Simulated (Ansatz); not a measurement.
# KCl with Li replacing K: gradients before and after relaxing the atoms

Start: a supercell of KCl (rock salt type, Fm-3m) built from a structure deposited in the COD, with all atoms left at the host's positions.

Space group Fm-3m (No. 225); a = 18.8788 Å.

| site | Wyckoff | site symmetry | x | y | z |
| --- | --- | --- | --- | --- | --- |
| Li | 4a | m-3m | 0.0000 | 0.0000 | 0.0000 |
| K2 | 48h | m.m2 | 0.1667 | 0.1667 | 0.0000 |
| K5 | 32f | .3m | 0.3333 | 0.1667 | 0.1667 |
| K15 | 24e | 4m.m | 0.5000 | 0.5000 | 0.3333 |
| Cl28 | 32f | .3m | 0.1667 | 0.1667 | 0.1667 |
| Cl30 | 24e | 4m.m | 0.5000 | 0.5000 | 0.1667 |
| Cl32 | 48i | m.m2 | 0.5000 | 0.3333 | 0.3333 |
| Cl41 | 4b | m-3m | 0.5000 | 0.5000 | 0.5000 |

One atom of each set is listed; the run and its k-mesh use a cell of 54 atoms with edges of 13.35, 13.35, 13.35 Å.

All values are calculated (Ansatz; DFT, PBE, plane waves and PAW, scalar-relativistic, 420 eV cutoff, Γ-centred 2×2×2 k-points, Fermi–Dirac smearing 0.01 eV), not measured.

The largest force at the start is 0.34 eV/Å. Relaxing the ions at fixed cell moves them by 0.251 Å at most (atom 36, Cl) and 0.088 Å rms.

```csv
site,moved (Å),first shell before,first shell after,V_zz before (10²¹ V/m²),η before
Li,0.000,6 Cl at 3.15 Å,6 Cl at 2.90 Å,0.00,–
K2,0.043,6 Cl at 3.15 Å,6 Cl at 3.12–3.17 Å,0.034,0.92
K15,0.054,6 Cl at 3.15 Å,6 Cl at 3.15–3.34 Å,0.054,0.00
Cl28,0.004,6 K at 3.15 Å,6 K at 3.14–3.15 Å,-0.035,0.00
Cl30,0.251,"5 K at 3.15 Å, 1 Li at 3.15 Å","1 Li at 2.90 Å, 5 K at 3.12–3.34 Å",1.83,0.00
Cl32,0.006,6 K at 3.15 Å,6 K at 3.15–3.17 Å,0.016,0.45
```

Question: How do the gradients change?

Answer: 

| site | V_zz after | η after | change of V_zz |
| --- | --- | --- | --- |
| Li | 0.00 | – | 0.00 |
| K2 | -0.47 | 0.91 | – |
| K15 | 0.61 | 0.00 | +0.55 |
| Cl28 | -0.100 | 0.00 | -0.06 |
| Cl30 | 1.85 | 0.00 | +0.02 |
| Cl32 | 0.42 | 0.23 | +0.40 |

The largest change of V_zz along a kept axis is on K15, from 0.054 to 0.61. In per cent, |V_zz| changes by +1 on Cl (all sites that start above 0.5). On K2 the largest principal value lies along another axis in the second run, so the two V_zz can't be compared directly. Other sites with |V_zz| of 0.02 or less aren't listed.

The defect repeats with the cell of 54 atoms, so it feels its images: sites between two images don't show the values beside a lone defect, and zeros or small values of η there can come from the images' arrangement.
Before: The neighbours have not yet relaxed around the defect (largest force 0.34 eV/Å), so a real crystal will differ.
After: The relaxation keeps the site symmetry m-3m of the start, so the impurity can't leave its site; a start off the site could end lower.
